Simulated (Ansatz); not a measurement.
Au:
```yaml
crystal:
  lattice:
    - [0.00000, 2.04082, 2.04082]
    - [2.04082, 0.00000, 2.04082]
    - [2.04082, 2.04082, 0.00000]
  atoms:
    - { symbol: Au, position: [0.00000, 0.00000, 0.00000] }
```

Relaxed with PBEsol. Special points in fractions of this cell's reciprocal vectors: Γ (0.000, 0.000, 0.000); X (0.500, 0.000, 0.500); U (0.625, 0.250, 0.625); K (0.375, 0.375, 0.750); L (0.500, 0.500, 0.500); W (0.500, 0.250, 0.750).

Question: List the band energies nearest the Fermi level at these points for PBEsol with spin–orbit coupling (plane waves, PAW; program Ansatz).

Answer: In eV from the Fermi level; about four levels below and three above (degenerate sets whole), none deeper than 8.9 eV; … stands for higher levels left out; points with the same levels are listed once.

```tsv
k	below	above
Γ	-2.99 -2.99 -2.99 -2.99	14.33 14.33 …
X	-2.09 -2.09 -1.06 -1.06	0.62 0.62 5.71 5.71
U	-3.00 -3.00 -1.95 -1.95	3.63 3.63 4.47 4.47
L	-1.63 -1.63 -1.27 -1.27	3.05 3.05 …
W	-3.24 -3.24 -1.64 -1.64	4.59 4.59 5.43 5.43
```

Space group Fm-3m (fcc (Cu type)). Symmetry was held in the PBEsol relaxation; phonons on a q-mesh show no instability.

Potentials: the earlier of the program's two PAW sets.
